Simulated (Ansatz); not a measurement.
Zn$_{2}$SeS:
```yaml
crystal:
  lattice:
    - [1.94217, 1.12131, 6.35043]
    - [-1.94217, 1.12131, 6.35043]
    - [0.00000, -2.24262, 6.35043]
  atoms:
    - { symbol: Zn, position: [0.00391, 0.00391, 0.00391] }
    - { symbol: Zn, position: [0.49625, 0.49625, 0.49625] }
    - { symbol: Se, position: [0.62434, 0.62434, 0.62434] }
    - { symbol: S, position: [0.12547, 0.12547, 0.12547] }
```

Plane-wave PAW PBEsol (Ansatz code) gives a gap of 1.42 eV without spin–orbit coupling, maximum at Γ, minimum at Γ.

What happens when spin–orbit coupling is switched on?

The gap falls by 0.11 eV, to 1.31 eV; maximum at Γ, minimum at Γ.

Give the electron effective mass with spin–orbit coupling.

0.13 mₑ (isotropic).

Give the hole effective mass with spin–orbit coupling.

0.18, 0.18, 1.7 mₑ (principal values).

Space group R3m. The workflow started from a Materials Project entry (that database holds measured and hypothetical structures alike); the Crystallography Open Database copy checked does not list it. Whether it is the stable phase at ambient conditions was not checked. The PBEsol relaxation kept the symmetry of its start; of distortions, only those at the zone centre were tested.

Potentials: the later of the program's two PAW sets.
